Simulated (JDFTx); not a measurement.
An input for a modified build of JDFTx (Ir(100), CANDLE, water, 1 M NaF; bohr, hartree) and the course of its log:

```
lattice \
  5.1497683269 0.0000000000 0.0000000000 \
  0.0000000000 5.1497683269 0.0000000000 \
  0.0000000000 0.0000000000 48.3769887904
coords-type Lattice
ion Ir 0.5000000000 0.5000000000 -0.1881801760 0
ion Ir 0.0000000000 0.0000000000 -0.1129081050 0
ion Ir 0.5000000000 0.5000000000 -0.0376360350 0
ion Ir 0.0000000000 0.0000000000 0.0376360350 0
ion Ir 0.5000000000 0.5000000000 0.1129081050 0
ion Ir 0.0000000000 0.0000000000 0.1881801760 0
ion-species pseudo/ir_pbe_v1.2.upf
elec-cutoff 20 100
elec-ex-corr gga-PBE
coulomb-interaction Slab 001
coulomb-truncation-embed 0 0 0
kpoint-folding 8 8 1
elec-smearing Fermi 0.01
elec-n-bands 58
electronic-scf nIterations 100 energyDiffThreshold 1e-08
fluid LinearPCM
pcm-variant CANDLE
fluid-solvent H2O
fluid-cation Na+ 1
fluid-anion F- 1
fluid-minimize nIterations 400 knormThreshold 1e-11
wavefunction read vac.wfns
elec-initial-eigenvals vac.eigenvals
dump-name f0.$VAR
dump End State Ecomponents EigStats BandEigs Forces ElecDensity IonicPositions Fillings Kpoints Dtot FluidDebug BoundCharge FluidDensity
```

```
[one cycle in 5 is shown, and the last three; fluid-solver lines are left out]
	FillingsUpdate:  mu: -0.194970149  nElectrons: 90.000000
SCF: Cycle:  0   F: -458.737519012653081   dF: +5.692e-05   |Residual|: 1.611e-03   |deigs|: 2.304e-04
	FillingsUpdate:  mu: -0.192225671  nElectrons: 90.000000
SCF: Cycle:  5   F: -458.737620927551120   dF: -6.146e-06   |Residual|: 2.380e-04   |deigs|: 8.666e-04
	FillingsUpdate:  mu: -0.191309742  nElectrons: 90.000000
SCF: Cycle: 10   F: -458.737622154206292   dF: -1.962e-07   |Residual|: 1.819e-04   |deigs|: 2.826e-04
	FillingsUpdate:  mu: -0.191252487  nElectrons: 90.000000
SCF: Cycle: 15   F: -458.737622510140852   dF: +9.188e-08   |Residual|: 6.462e-05   |deigs|: 9.397e-05
	FillingsUpdate:  mu: -0.191275857  nElectrons: 90.000000
SCF: Cycle: 20   F: -458.737622602317742   dF: -2.324e-08   |Residual|: 2.602e-05   |deigs|: 4.475e-06
	FillingsUpdate:  mu: -0.191274025  nElectrons: 90.000000
SCF: Cycle: 25   F: -458.737622615409293   dF: -1.057e-07   |Residual|: 1.891e-05   |deigs|: 4.565e-06
	FillingsUpdate:  mu: -0.191276136  nElectrons: 90.000000
SCF: Cycle: 30   F: -458.737622613666019   dF: -1.441e-07   |Residual|: 1.782e-05   |deigs|: 2.108e-05
	FillingsUpdate:  mu: -0.191274729  nElectrons: 90.000000
SCF: Cycle: 35   F: -458.737622617883858   dF: -1.055e-07   |Residual|: 1.054e-05   |deigs|: 2.383e-05
	FillingsUpdate:  mu: -0.191274580  nElectrons: 90.000000
SCF: Cycle: 40   F: -458.737622617592706   dF: -1.847e-07   |Residual|: 1.538e-05   |deigs|: 2.552e-05
	FillingsUpdate:  mu: -0.191276772  nElectrons: 90.000000
SCF: Cycle: 45   F: -458.737622609512982   dF: -2.902e-08   |Residual|: 2.252e-05   |deigs|: 4.963e-06
	FillingsUpdate:  mu: -0.191299664  nElectrons: 90.000000
SCF: Cycle: 50   F: -458.737622444628244   dF: +1.619e-07   |Residual|: 7.787e-05   |deigs|: 4.293e-05
	FillingsUpdate:  mu: -0.191297976  nElectrons: 90.000000
SCF: Cycle: 55   F: -458.737622512054656   dF: +9.959e-08   |Residual|: 5.975e-05   |deigs|: 3.797e-05
	FillingsUpdate:  mu: -0.191258505  nElectrons: 90.000000
SCF: Cycle: 60   F: -458.737622615040323   dF: -6.044e-09   |Residual|: 1.646e-05   |deigs|: 1.841e-05
	FillingsUpdate:  mu: -0.191272790  nElectrons: 90.000000
SCF: Cycle: 65   F: -458.737622618752027   dF: -3.947e-08   |Residual|: 8.878e-06   |deigs|: 1.005e-05
	FillingsUpdate:  mu: -0.191274123  nElectrons: 90.000000
SCF: Cycle: 70   F: -458.737622612731116   dF: -6.165e-08   |Residual|: 2.177e-05   |deigs|: 1.043e-05
	FillingsUpdate:  mu: -0.191276074  nElectrons: 90.000000
SCF: Cycle: 75   F: -458.737622614333588   dF: -1.250e-07   |Residual|: 1.456e-05   |deigs|: 2.736e-05
	FillingsUpdate:  mu: -0.191273944  nElectrons: 90.000000
SCF: Cycle: 80   F: -458.737622617391935   dF: -5.745e-08   |Residual|: 1.510e-05   |deigs|: 9.123e-06
	FillingsUpdate:  mu: -0.191274213  nElectrons: 90.000000
SCF: Cycle: 85   F: -458.737622617369254   dF: -1.245e-07   |Residual|: 1.536e-05   |deigs|: 2.060e-05
	FillingsUpdate:  mu: -0.191274818  nElectrons: 90.000000
SCF: Cycle: 90   F: -458.737622617022282   dF: -1.050e-07   |Residual|: 1.267e-05   |deigs|: 2.130e-05
	FillingsUpdate:  mu: -0.191274399  nElectrons: 90.000000
SCF: Cycle: 95   F: -458.737622614180282   dF: -5.612e-08   |Residual|: 1.785e-05   |deigs|: 1.108e-05
	FillingsUpdate:  mu: -0.191277793  nElectrons: 90.000000
SCF: Cycle: 97   F: -458.737622609246159   dF: -4.414e-07   |Residual|: 2.188e-05   |deigs|: 3.944e-05
	FillingsUpdate:  mu: -0.191256996  nElectrons: 90.000000
SCF: Cycle: 98   F: -458.737622600718339   dF: +8.528e-09   |Residual|: 2.344e-05   |deigs|: 2.132e-05
	FillingsUpdate:  mu: -0.191302404  nElectrons: 90.000000
SCF: Cycle: 99   F: -458.737622489903629   dF: +1.108e-07   |Residual|: 6.854e-05   |deigs|: 4.645e-05
SCF: None of the convergence criteria satisfied after 100 iterations.
IonicMinimize: Iter:   0  F: -458.737622489903629  |grad|_K:  0.000e+00
IonicMinimize: Converged (|grad|_K<1.000000e-04).
```

This run gave no converged result. The loop ran out of cycles short of its threshold. It has stalled and not diverged: the last ten energies span 4e-07 Ha, so the total is near its end, but levels, forces and charges aren't shown converged.
